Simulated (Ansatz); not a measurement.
**FePt**

Method: PBE with spin–orbit coupling; two-component spinors; PAW, 420 eV, Γ-centred 12×12×10 mesh, 0.05 eV Gaussian smearing; code Ansatz; PAW files: Ansatz's generated set soft_2.

```yaml
crystal:
  lattice:
    - [2.72609, 0.00000, 0.00000]
    - [0.00000, 2.72609, 0.00000]
    - [0.00000, 0.00000, 3.76299]
  atoms:
    - { symbol: Fe, position: [0.50000, 0.50000, 0.50000] }
    - { symbol: Pt, position: [0.00000, 0.00000, 0.00000] }
```

The chain of runs began from a cell as deposited in COD, expanded in volume.

Magnetic state: ferromagnetic, site spin moments Fe 2.80; Pt 0.35 μB, along [001] (Cartesian), which lowers the symmetry.

Path: Γ–X–M–Γ–Z–R–A–Z | X–R | M–A, with Γ = (0.000, 0.000, 0.000), X = (0.000, 0.500, 0.000), M = (0.500, 0.500, 0.000), Z = (0.000, 0.000, 0.500), R = (0.000, 0.500, 0.500), A = (0.500, 0.500, 0.500) in reciprocal vectors of the calculation's cell.

Levels between -6 and 6 eV from the Fermi level at the path's named points:
| point | below E_F (eV) | above E_F (eV) |
| --- | --- | --- |
| Γ | -5.85 -5.84 -3.52 -3.28 -3.02 -2.75 -2.20 -1.95 -1.77 -1.03 -0.65 -0.62 -0.46 -0.05 | 0.63 1.60 1.75 1.84 1.96 2.13 |
| X | -4.99 -4.89 -4.37 -4.31 -4.28 -3.62 -3.39 -3.34 -2.68 -2.50 -2.49 -2.12 -1.47 -1.26 -1.18 -0.85 | 0.16 0.61 0.78 2.06 2.39 2.59 |
| M | -5.91 -5.80 -5.54 -5.07 -4.79 -4.65 -1.39 -1.02 -0.68 -0.56 -0.48 | 0.54 0.94 1.08 1.18 1.31 1.71 1.75 1.78 1.87 1.96 2.11 |
| Z | -5.81 -5.77 -5.57 -5.35 -3.55 -3.24 -3.19 -2.65 -2.33 -2.24 -1.93 -1.89 -1.82 -1.82 -1.75 -1.38 -0.62 -0.43 | 0.18 0.47 0.57 1.52 |
| R | -3.93 -3.61 -3.51 -3.08 -2.90 -2.74 -2.11 -1.18 -0.98 -0.98 -0.96 -0.49 -0.48 -0.25 -0.19 -0.19 | 0.92 1.55 1.63 1.67 4.65 5.61 |
| A | -6.00 -5.13 -4.95 -4.61 -4.44 -4.12 -3.57 -3.42 -2.31 -1.92 -1.73 -1.50 -1.48 -1.18 -1.01 | 0.57 0.81 0.95 1.78 5.80 |

**Question.** By these bands, is it a metal or an insulator, and if it has a gap, where are the band edges on this path?

**Answer.** A metal: bands cross the Fermi level.

Site moments are of spin, integrated over Gaussian weights of 0.5 Å, which gives about a tenth less on f atoms than spheres do. Only parallel moments were tried, so the real magnetic order may be another.
